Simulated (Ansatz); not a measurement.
Consider a crystal of Li2MgZnC6N6 in space group Fm-3m (No. 225), with Li on 8c; Mg on 4a; Zn on 4b; C on 24e; N on 24e. The guess for Li2MgZnC6N6 was made by a generator: cyanide-bridged rock-salt net of two metals, 2 guest cations a cell.

The calculation used Ansatz, DFT PBE, scalar-relativistic, plane waves, PAW. Cutoff 420 eV, Γ-centred mesh, Gaussian smearing, no spin polarisation.

Formation energies are uncorrected and refer to the elements' standard structures at the same level (N₂ as a molecule).

**Question.** Predict the relaxed structure.

**Answer.**

Space group Fm-3m (No. 225). a = 11.135 Å, b = 11.135 Å, c = 11.135 Å, α = 90.00°, β = 90.00°, γ = 90.00°
```csv
atom,site,symmetry,x,y,z
Li,8c,-43m,0.2500,0.7500,0.7500
Mg,4a,m-3m,0.0000,0.0000,0.0000
Zn,4b,m-3m,0.5000,0.0000,0.0000
C,24e,4m.m,0.2032,0.0000,0.0000
N,24e,4m.m,0.3083,0.0000,0.0000
```

Li has 12 C at 3.97 Å and 12 N at 3.99 Å (long against covalent radii, as for large ions); Mg is surrounded by 6 C at 2.26 Å; Zn has 6 N at 2.13 Å; C is surrounded by 1 N at 1.17 Å, 1 Mg at 2.26 Å, 4 C at 3.20 Å, 1 Zn at 3.30 Å, 4 N at 3.93 Å, 4 Li at 3.97 Å and 4 N at 4.11 Å; around N lie 1 C at 1.17 Å, 1 Zn at 2.13 Å, 4 N at 3.02 Å, 1 Mg at 3.43 Å, 4 C at 3.93 Å, 4 Li at 3.99 Å and 4 C at 4.11 Å. Another local minimum with the same sites may exist.

**Question.** Where does its energy lie, and is it a metal?

**Answer.** The energy over the elements is +0.251 eV/atom. The gap on the 4×4×4 mesh of the 16-atom cell is 3.36 eV. It can't be a ground state, since the elements alone are lower.

The last run used Gaussian smearing of 0.02 eV. Kohn–Sham gaps at this level usually fall short of measured ones. The reference form of C is held partly by dispersion forces, which this level lacks. A structure relaxed within its symmetry needn't be a true minimum.
